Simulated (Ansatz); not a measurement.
W (hcp (Mg type), space group No. 194) at seven volumes, r²SCAN (plane waves, PAW; program Ansatz), shape and atoms relaxed at each. One row is withheld.

```json
[
 {"V (Å³/atom)": "14.841", "P (GPa)": "32.50"},
 {"V (Å³/atom)": "15.330", "P (GPa)": "19.86"},
 {"V (Å³/atom)": "15.820", "P (GPa)": "9.18"},
 {"V (Å³/atom)": "16.309", "P (GPa)": "0.00"},
 {"V (Å³/atom)": "16.798", "P (GPa)": "?"},
 {"V (Å³/atom)": "17.287", "P (GPa)": "-14.77"},
 {"V (Å³/atom)": "17.777", "P (GPa)": "-20.69"}
]
```

Task: Fit the shown pressures and predict the withheld one.

Result: P = (3/2)B₀(x^(7/2) − x^(5/2))[1 + (3/4)(B′ − 4)(x − 1)] with x = (V₀/V)^(2/3). Least squares on the six rows gives V₀ = 16.307 Å³/atom, B₀ = 285 GPa, B′ = 4.04. At V = 16.798, x = 0.9804 and P = -7.96 GPa. The run itself gave -7.93 GPa.

Space group P6_3/mmc (hcp (Mg type)). The start of the workflow was typed in or built on a structure type; the Crystallography Open Database copy checked does not list it. It is not the phase usual at ambient conditions (space group No. 229). The r²SCAN relaxation kept the symmetry of its start; whether a distortion lowers the energy is not shown. No spin polarisation was allowed. Scalar-relativistic: spin–orbit coupling is off unless named, which matters more the heavier the elements.

Potentials: the earlier of the program's two PAW sets.
